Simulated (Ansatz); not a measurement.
Consider a crystal of Ge3S4 in space group Im-3m (No. 229), with Ge on 6b; S on 8c.

Method: DFT PBE, scalar-relativistic, plane waves, PAW (Ansatz 0.2.0). Cutoff 420 eV, Γ-centred mesh, Gaussian smearing, no spin polarisation.

Formation energies are uncorrected and refer to the elements' standard structures at the same level.

Q: Which cell and coordinates does it relax to?

A:

Space group Im-3m (No. 229). a = 6.469 Å, b = 6.469 Å, c = 6.469 Å, α = 90.00°, β = 90.00°, γ = 90.00°
```csv
atom,site,symmetry,x,y,z
Ge,6b,4/mm.m,0.5000,0.0000,0.0000
S,8c,.-3m,0.2500,0.2500,0.2500
```

Around Ge lie 8 S at 2.80 Å and 4 Ge at 3.23 Å; S has 6 Ge at 2.80 Å and 6 S at 3.23 Å.

Q: And its energy and gap?

A: The formation energy is +0.29 eV/atom and the gap on the 8×8×8 mesh of the 7-atom cell is 0 eV (a metal). The separate elements lie lower, so it is unstable against them.

The last run used Gaussian smearing of 0.10 eV. The reference form of S is held partly by dispersion forces, which this level lacks. Symmetry constrained the relaxation, so the result can be a saddle point.
